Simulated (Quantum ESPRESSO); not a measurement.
Parts of the isotropic shielding in MgH2, by PBE GIPAW (a modified build of Quantum ESPRESSO, JTH PAW datasets), 30 Ha, k-mesh 6×6×8 shifted:

```xyz
6
Lattice="4.4319 0.0000 0.0000 0.0000 4.4319 0.0000 0.0000 0.0000 3.0524" Properties=species:S:1:pos:R:3 pbc="T T T"
Mg     2.2160     2.2160     1.5262
Mg     0.0000     0.0000     0.0000
H      3.0806     3.0806     0.0000
H      1.3513     1.3513     0.0000
H      3.5673     0.8646     1.5262
H      0.8646     3.5673     1.5262
```
The cell was made here from a computed Materials Project entry: strained by +2 % along the unique axis and by -1 % across it, atoms relaxed (PBE without dispersion, pw.x of Quantum ESPRESSO, symmetry kept). The parent is MgH2 in P4₂/mnm. Stability against distortions was not tested.

The core term is that of the free atom's frozen core; the paramagnetic column sums the reconstruction terms. These are absolute shieldings with no macroscopic susceptibility term; δ = σ_ref − σ needs a reference computed alike. By our sweeps, such settings leave a few ppm in absolute σ. The datasets of Mg hold no d projectors, which limits absolute σ on these atoms. The structure is static (0 K, no zero-point motion).

```csv
site,core,bare (smooth current),diamagnetic correction,paramagnetic corrections,σ_iso (ppm)
"Mg (atoms 1, 2)",412.8,28.0,250.2,…,…
```

### Question
Some entries are withheld; supply them.

### Answer

- Mg (atoms 1, 2), paramagnetic corrections: -142.1
- Mg (atoms 1, 2), σ_iso (ppm): 548.9
